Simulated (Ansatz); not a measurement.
HfN (NiAs type, P6_3/mmc) under volume change, DFT-r²SCAN in the program Ansatz with PAW potentials, shape and atoms relaxed at each volume.

| V (Å³/atom) | E − E(relaxed) (meV/atom) | P (GPa) |
|---|---|---|
| 10.566 | ___ | ___ |
| 10.914 | 40.2 | 19.50 |
| 11.263 | 9.5 | 9.00 |
| 11.611 | 0.0 | 0.01 |
| 11.959 | 8.6 | -7.69 |
| 12.308 | 32.6 | -14.29 |
| 12.656 | ___ | ___ |

**Question.** What belongs in the gaps?

**Answer.** 
- 12.656, E − E(relaxed) (meV/atom): 70.0
- 12.656, P (GPa): -19.94
- 10.566, E − E(relaxed) (meV/atom): 95.6
- 10.566, P (GPa): 31.76

**Question.** What does a third-order Birch–Murnaghan fit give for V₀, B₀ and B′?

**Answer.** V₀ = 11.61 Å³/atom, B₀ = 277 GPa, B′ = 4.1.

The workflow started from a Materials Project entry (that database holds measured and hypothetical structures alike); the Crystallography Open Database copy checked does not list it. It is not the phase usual at ambient conditions (space group No. 225). The r²SCAN relaxation kept the symmetry of its start; its stability against distortions is not shown here. The run is not spin-polarised. Spin–orbit coupling is left out wherever it is not named.

Potentials: the later of the program's two PAW sets.
